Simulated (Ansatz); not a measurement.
Level of theory: Ansatz 0.2.0, DFT PBE, scalar-relativistic, plane waves, PAW. Cutoff 420 eV, Γ-centred meshes of about 0.25 Å⁻¹ or finer for metals and 0.3 Å⁻¹ for insulators (2π included), Gaussian smearing. No spin polarisation.

These are static total energies at zero pressure.

Two forms of B3C2 were relaxed alike.

1. Space group R3m (No. 160), trigonal, a = 5.743 Å, c = 11.737 Å. B on its first site has 1 C at 1.57 Å, 4 B at 1.77–1.85 Å and 1 B at 1.96 Å; around B on its second site lie 1 C at 1.53 Å, 1 C at 1.63 Å and 4 B at 1.85 Å; around B on its third site lie 3 C at 1.68–1.74 Å, 3 B at 1.85–1.96 Å and 1 C at 2.20 Å; C on a site of symmetry m has 2 B at 1.53–1.57 Å and 2 B at 1.68 Å; C on a site of symmetry 3m is surrounded by 2 C at 1.31 Å and 3 B at 2.20 Å; 2 more sites not described.

2. Space group R-3m (No. 166), trigonal, a = 2.739 Å, c = 21.664 Å. Around B on a site of symmetry 3m lie 3 C at 1.58 Å; B on a site of symmetry -3m has 2 C at 1.52 Å; C has 4 B at 1.52–1.58 Å.

Task: Which would you expect to be lower, and how large is the difference?

Result: Cell 2 is lower, by 212 meV/atom. Cell 1 has space group R3m (No. 160), 7.5 Å³/atom and no gap on its mesh; cell 2 has space group R-3m (No. 166), 9.4 Å³/atom and no gap. Counting C atoms around B (those within 1.25 times the shortest such distance or 1.15 times the sum of covalent radii, 1.27 where that leaves under three; a slash parts the counts of unlike sites), cell 1 has B 1/2/3 and cell 2 has B 2/3. Cell 1 holds B–B units of three or more atoms (shortest 1.77 Å) and C–C units of three or more atoms (shortest 1.31 Å); in cell 2 the shortest B–B distance is 2.22 Å, near bonding range too and the shortest C–C distance is 2.74 Å. Even the lower one lies +0.20 eV/atom against the reference forms of the elements (uncorrected), so neither is stable at this level. Both come from trial cells of a structure search, whose lowest cell (P-1, 9.5 Å³/atom) lies 18 meV/atom below the lower of the two.

Weakly bound directions are ill-defined at this level, which has no dispersion term (R-3m), and this can change margins and order among such cells. In R3m, R-3m an odd number of electrons in the primitive cell allows no gap without spin; a larger cell or a magnetic state could open one. A magnetic state wasn't ruled out in cells without spin, among them R3m. Trial moments fell under 0.15 μB along the way in R3m and R-3m; another start might hold them. With atoms moved at random, cell 2 (by 18 meV/atom) fell into a lower structure. Cell 1 had no clear such test and can be a saddle point. Some candidate types were left out of the draw beforehand, so a known form may be missing.
